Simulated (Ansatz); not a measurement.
# BaGePt: reading a single point

```
CELL_PARAMETERS angstrom
6.70935 0.00000 0.00000
0.00000 6.70935 0.00000
0.00000 0.00000 6.70935
ATOMIC_POSITIONS crystal
Ge 0.84400 0.84400 0.84400
Ge 0.65600 0.15600 0.34400
Ge 0.34400 0.65600 0.15600
Ge 0.15600 0.34400 0.65600
Ba 0.13800 0.13800 0.13800
Ba 0.36200 0.86200 0.63800
Ba 0.63800 0.36200 0.86200
Ba 0.86200 0.63800 0.36200
Pt 0.41000 0.41000 0.41000
Pt 0.09000 0.59000 0.91000
Pt 0.91000 0.09000 0.59000
Pt 0.59000 0.91000 0.09000
```

Single point in Ansatz 0.2.0 with r2SCAN, no spin polarisation. Cutoff 500 eV, PAW datasets, 4×4×4 Γ-centred k mesh, methfessel-paxton filling (width 0.1208 eV).

Task: What happens at the Fermi level?

Result: It is a metal, with about 2.8 states/eV a cell as the mean within 0.25 eV of the Fermi level.

Task: What do density and ELF say about some of the short contacts?

Result: Ge–Pt at 2.41 Å: least valence density 0.59 e/Å³ and ELF 0.48 there. Ba–Pt at 3.16 Å: least valence density 0.18 e/Å³ and ELF 0.13 there. Ba–Ge at 3.42 Å: least valence density 0.10 e/Å³ and ELF 0.09 there. These are pseudo-fields; inside the PAW spheres they differ from the all-electron ones.

Task: Which atom feels the largest force, and which way?

Result: The largest is on Ge1 (and as large on other atoms): 0.11 eV/Å, components (-0.06, -0.06, -0.06). It makes 95° with the line to a nearest neighbour, Pt10 at 2.41 Å.

Task: Give the Bader charges.

Result: Bader charges in e: Ba +1.27, Ge -0.00, Pt -1.27. In the mean Ba gives up most and Pt takes most.

Task: What does the stress say?

Result: The pressure is 3.1 GPa (compression positive), so with the atoms held at these fractions the cell would first expand.

Task: Is it stable against the elements?

Result: -1.01 eV an atom against the elements' usual phases (free molecules for gases, crystals otherwise, with no correction for O₂ or N₂), so it is bound against them; other compounds may still compete. Relaxing would lower it.

Origin: a database entry at a rescaled volume.
